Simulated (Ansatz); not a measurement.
Consider the following.

SnPt:
```
SnPt
1.0
    5.65449     0.00000     0.00000
   -2.82724     4.89693     0.00000
    0.00000     0.00000     4.47359
Pt Sn
3 3
Cartesian
  2.82724   0.00000   0.00000
  1.41362   2.44846   0.00000
 -1.41362   2.44846   0.00000
  0.00000   0.00000   0.00000
  0.00000   3.26462   2.23679
  2.82724   1.63231   2.23679
```

This is the PBEsol-relaxed structure.

Q: All from PBEsol in the plane-wave PAW code Ansatz, unless another level is named. Estimate the formation energy from the elements (no fitted shifts).

A: -0.30 eV/atom.

Q: And the density of states at the Fermi level?

A: 0.80 states/eV per atom (mean over ±0.08 eV).

Space group P6/mmm. The cell is a constructed one: a structure type filled with these elements; neither database checked (COD, Materials Project) lists it. COD files the formula under space group No. 194. Its standing as an ambient phase is unchecked. The cell was relaxed with PBEsol under the symmetry of its start; whether a distortion lowers the energy is not shown. The run is not spin-polarised. The references are the lowest solids computed at this level, not always the standard phases. Spin–orbit coupling is left out wherever it is not named.

Potentials: the earlier of the program's two PAW sets. The files were generated under PBE; for other functionals the program regenerates the frozen cores, and for LDA and PBEsol the local potential too.
